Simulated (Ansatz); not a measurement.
CuLi₂Nb₄O₁₂:
```xyz
19
Lattice="-5.1617 0.0000 0.0000 -2.6505 2.1110 8.5142 -2.4942 4.8890 0.0000" Properties=species:S:1:pos:R:3 pbc="T T T"
Cu    -7.7241     5.6062     3.4042
Li    -5.1669     4.0932     7.5393
Li    -2.6275     2.2964     5.4209
Nb    -2.6215     1.7631     2.0029
Nb    -7.7370     5.1952     6.4627
Nb    -5.2143     3.5128     4.2266
Nb    -7.6199     4.8720     0.0409
O     -4.0982     2.6278     2.6519
O     -9.3497     6.0546     6.8652
O     -6.6756     2.0887     3.6183
O     -6.6519     5.7511     7.8213
O     -3.4722     0.8193     0.4453
O     -3.5665     4.1952     4.7811
O     -1.9543     3.0648     0.8857
O     -4.6049     1.5621     5.1194
O     -5.9003     4.8785     3.1376
O     -3.2527     3.4427     7.3679
O     -0.8801     0.4746     1.6254
O     -6.1973     3.8623     5.7920
```
Starting moments (μB, in the order of the atoms Cu Li Li Nb Nb Nb Nb O O O O O O O O O O O O): 0.6 0.0 0.0 0.0 0.0 0.0 0.0 0.0 0.0 0.0 0.0 0.0 0.0 0.0 0.0 0.0 0.0 0.0 0.0.

Relaxed with r²SCAN. Independent-particle spectrum: no excitons, no local fields, no scissors shift; 0.1 eV broadening; ε₁ of the summed bands alone.

**Question.** Tabulate the dielectric function from r²SCAN (plane waves, PAW; program Ansatz).

**Answer.** 

```
E (eV)  ε₁ xx  ε₂ xx  ε₁ yy  ε₂ yy  ε₁ zz  ε₂ zz
------  -----  -----  -----  -----  -----  -----
0.0      5.60   0.00   5.07   0.00   5.53   0.00
0.3      5.62   0.00   5.08   0.00   5.54   0.00
0.6      5.67   0.00   5.12   0.00   5.59   0.00
0.9      5.79   0.00   5.22   0.00   5.67   0.00
1.2      5.96   0.34   5.25   0.28   5.77   0.04
1.5      5.79   0.01   5.25   0.00   5.90   0.00
1.8      6.11   0.00   5.46   0.00   6.14   0.00
2.1      6.55   0.10   5.76   0.04   6.60   0.09
2.4      6.67   0.27   5.89   0.12   6.71   0.21
2.7      7.46   0.61   6.44   0.34   7.49   0.81
3.0      7.45   1.46   6.64   0.83   7.54   1.51
3.3      7.50   1.81   6.83   1.09   7.41   2.34
3.6      7.60   2.14   7.04   1.21   7.21   2.08
3.9      8.05   2.10   7.93   1.48   8.01   2.12
4.2      9.63   3.47   9.40   2.74   9.26   3.21
4.5      9.02   6.24   8.72   6.57   9.42   6.17
4.8      7.22   7.08   5.75   7.29   6.99   7.74
5.1      6.19   8.01   4.03   6.39   5.22   8.31
5.4      3.83   8.86   3.99   6.13   3.34   8.44
5.7      2.08   7.96   2.82   6.35   1.53   7.64
6.0      0.87   7.08   1.59   5.89   0.66   6.32
6.3      0.12   5.93   1.05   4.84   0.31   5.28
6.6     -0.10   4.47   0.88   4.06   0.12   4.21
6.9      0.04   3.50   0.94   3.15   0.42   3.15
7.2      0.70   2.64   1.38   2.59   0.93   2.67
7.5      1.34   2.27   2.02   2.31   1.58   2.27
7.8      2.25   2.05   2.84   2.44   2.52   2.30
8.1      3.12   2.69   3.17   3.33   2.99   3.12
8.4      3.65   3.87   2.77   4.04   2.89   3.96
8.7      2.82   5.36   2.25   4.53   2.56   4.50
9.0      0.97   5.37   1.50   4.50   1.50   4.94
9.3      0.48   4.51   0.93   4.16   0.77   4.62
9.6      0.08   4.08   0.71   3.87   0.26   4.13
9.9      0.15   3.46   0.53   3.74   0.22   3.68
10.2     0.10   3.42   0.31   3.45   0.04   3.36
10.5     0.03   3.11   0.13   3.29   0.07   3.09
10.8    -0.03   2.88  -0.17   2.83  -0.08   2.94
11.1     0.02   2.75   0.02   2.53  -0.07   2.61
11.4    -0.02   2.60   0.00   2.38  -0.02   2.47
11.7    -0.07   2.38   0.03   2.16  -0.01   2.25
12.0     0.03   2.19   0.14   1.92   0.13   2.07
```

With all bands, ε∞ without local fields is 5.80 (xx), 5.27 (yy), 5.73 (zz).

Space group P1. The start of the workflow was typed in or built on a structure type; neither database checked (COD, Materials Project) lists it. Whether it is the stable phase at ambient conditions was not checked. Symmetry was held in the r²SCAN relaxation; its stability against distortions is not shown here. Magnetic state: ferromagnetic, the only order run, not a proven ground state. Other orbital occupations within this spin state were not tried. No Hubbard U is applied. Scalar-relativistic: spin–orbit coupling is off unless named, which matters more the heavier the elements.

Potentials: the later of the program's two PAW sets.
